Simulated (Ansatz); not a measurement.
BaGe:
```cif
data_Ba4Ge4
_chemical_formula_sum 'Ba4 Ge4'
_space_group_name_H-M_alt 'Cmcm'
_space_group_IT_number 63
_space_group_name_Hall '-C 2c 2'
_cell_length_a 5.08746
_cell_length_b 12.02711
_cell_length_c 4.32581
_cell_angle_alpha 90.000
_cell_angle_beta 90.000
_cell_angle_gamma 90.000
loop_
_space_group_symop_operation_xyz
  'x, y, z'
  '-x, -y, -z'
  '-x, -y, z+1/2'
  'x, y, -z+1/2'
  'x, -y, -z'
  '-x, y, z'
  '-x, y, -z+1/2'
  'x, -y, z+1/2'
  'x+1/2, y+1/2, z'
  '-x+1/2, -y+1/2, -z'
  '-x+1/2, -y+1/2, z+1/2'
  'x+1/2, y+1/2, -z+1/2'
  'x+1/2, -y+1/2, -z'
  '-x+1/2, y+1/2, z'
  '-x+1/2, y+1/2, -z+1/2'
  'x+1/2, -y+1/2, z+1/2'
loop_
_atom_site_label
_atom_site_type_symbol
_atom_site_symmetry_multiplicity
_atom_site_Wyckoff_symbol
_atom_site_fract_x
_atom_site_fract_y
_atom_site_fract_z
_atom_site_occupancy
Ba1 Ba 4 c 0.00000 0.13638 0.25000 1
Ge1 Ge 4 c 0.00000 0.43602 0.25000 1
```
(The calculation used a cell of 4 atoms; values per cell refer to that cell.)

Relaxed with r²SCAN.

Problem. Tabulate the valence density and the electron localisation function along the shortest Ge–Ge contact (2.65 Å), DFT-r²SCAN in the program Ansatz with PAW potentials.

Solution. 

```tsv
distance from Ge (Å)	density (e/Å³)	ELF
0.27	25.32	-0.01
0.40	10.13	0.04
0.53	3.54	0.13
0.66	1.42	0.25
0.80	0.75	0.34
0.93	0.50	0.40
1.06	0.41	0.49
1.19	0.36	0.60
1.33	0.34	0.64
1.46	0.36	0.60
1.59	0.41	0.49
1.73	0.50	0.40
1.86	0.75	0.34
1.99	1.42	0.25
2.12	3.54	0.13
2.26	10.13	0.04
2.39	25.32	-0.01
```

The density is the valence pseudo-density with augmentation charge, so density and ELF within about 1 Å of a nucleus are not all-electron values.

The workflow started from an entry of the Crystallography Open Database (COD). Its standing as an ambient phase is unchecked. The r²SCAN relaxation kept the symmetry of its start; its stability against distortions is not shown here. Scalar-relativistic: spin–orbit coupling is off unless named, which matters more the heavier the elements.

Potentials: the later of the program's two PAW sets.
